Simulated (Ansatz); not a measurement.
MgH2:
```cif
data_H4Mg2
_chemical_formula_sum 'Mg2 H4'
_space_group_name_H-M_alt 'P42/mnm'
_space_group_IT_number 136
_space_group_name_Hall '-P 4n 2n'
_cell_length_a 4.51680
_cell_length_b 4.51680
_cell_length_c 3.01320
_cell_angle_alpha 90.000
_cell_angle_beta 90.000
_cell_angle_gamma 90.000
loop_
_atom_site_label
_atom_site_type_symbol
_atom_site_symmetry_multiplicity
_atom_site_Wyckoff_symbol
_atom_site_fract_x
_atom_site_fract_y
_atom_site_fract_z
_atom_site_occupancy
Mg1 Mg 2 a 0.00000 0.00000 0.00000 1
H1 H 4 f 0.30465 0.30465 0.00000 1
```

Relaxed at zero pressure with plane-wave PAW PBE (Ansatz code).

Question: The volume is raised by 9 % and shape and atoms relax at that volume. What pressure results, and how do the axes share the change?

Answer: -3.6 GPa; a 3.6 %, b 3.6 %, c 1.6 %; the energy rises by 11 meV/atom.

Question: Give the new structure.

Answer: 
Space group P4₂/mnm (No. 136); a = 4.6785 Å, b = 4.6785 Å, c = 3.0613 Å, α = 90.00°, β = 90.00°, γ = 90.00°

```tsv
atom	site	symmetry	x	y	z
Mg	2a	m.mm	0.0000	0.0000	0.0000
H	4f	m.2m	0.3053	0.3053	0.0000
```

The phase is kept; no other phase was compared at this pressure.

Space group P4_2/mnm (rutile). The PBE relaxation kept the symmetry of its start.

Potentials: the later of the program's two PAW sets.
